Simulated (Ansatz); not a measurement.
Values for one crystal, relaxed and computed with DFT-PBE in the program Ansatz with PAW potentials; other levels are named.

```yaml
volume_per_atom: 42.72 Å³
electronic_character: metallic (no gap)
Pressure derivative B′: 4.4
Gap with spin–orbit coupling: none (metallic)
Bulk modulus (Birch–Murnaghan fit): 30.5 GPa
Density of states at the Fermi level: 0.44 states/eV per atom (mean over ±0.08 eV)
```

Task: Which of these materials gives this?
A) B, Pm-3m (B on 6f)
B) B, diamond
C) As, I4_132 (As on 8a)
D) Ge, diamond

Result: C, As, I4_132 (As on 8a)

The start of the workflow was typed in or built on a structure type; neither database checked (COD, Materials Project) lists it. It is not the phase usual at ambient conditions (space group No. 166). Symmetry was held in the PBE relaxation; its stability against distortions is not shown here. The volume moved by 59 % from the start of the relaxation. Scalar-relativistic: spin–orbit coupling is off unless named, which matters more the heavier the elements.

Potentials: the earlier of the program's two PAW sets.
